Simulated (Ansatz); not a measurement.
Consider the following.

Cd (hcp, Mg type)

```xyz
4
Lattice="6.0321 0.0000 0.0000 -1.5080 2.6120 0.0000 0.0000 0.0000 5.8191" Properties=species:S:1:pos:R:3 pbc="T T T"
Cd     0.0000     1.7413     4.3643
Cd     3.0161     1.7413     4.3643
Cd     1.5080     0.8707     1.4548
Cd     4.5241     0.8707     1.4548
```

A phonon eigenvector at M = (0.5, 0.0, 0.0) is frozen into this cell: atom i moves by Q times the vector below, so Q is the largest atomic displacement, in Å. The cell is held. (q is in reciprocal vectors of the primitive cell; the cell shown is doubled to hold the pattern.)

```csv
atom,x,y,z
Cd1,0.866,0.500,0.000
Cd2,-0.866,-0.500,0.000
Cd3,0.866,0.500,0.000
Cd4,-0.866,-0.500,0.000
```

Level of theory: PBE (plane waves to 420 eV, PAW, scalar-relativistic; Ansatz, a quantum-chemistry and plane-wave program). k mesh 9×18×8 (Γ-centred), Fermi-Dirac smearing 0.05 eV. Energies are smeared free energies. With partly filled bands, energies and forces of such displacements shift with the k mesh and the smearing. Cd was relaxed with its symmetry unable to fall. The relaxed volume of Cd is well above the measured one; the method has no dispersion term. ΔE is measured from the undisplaced structure.

The scan covers Q from -0.180 to 0.180 Å in 13 points.

### Question
Which space group does the distorted structure have?

### Answer
Pmma (No. 51), lowered from P6_3/mmc.

### Question
What is the energy change at Q = 0.180 Å?

### Answer
583 meV/cell.

(A displaced cell: forces are minus the slopes of the energy, force constants its curvatures, and phonons follow from these.)
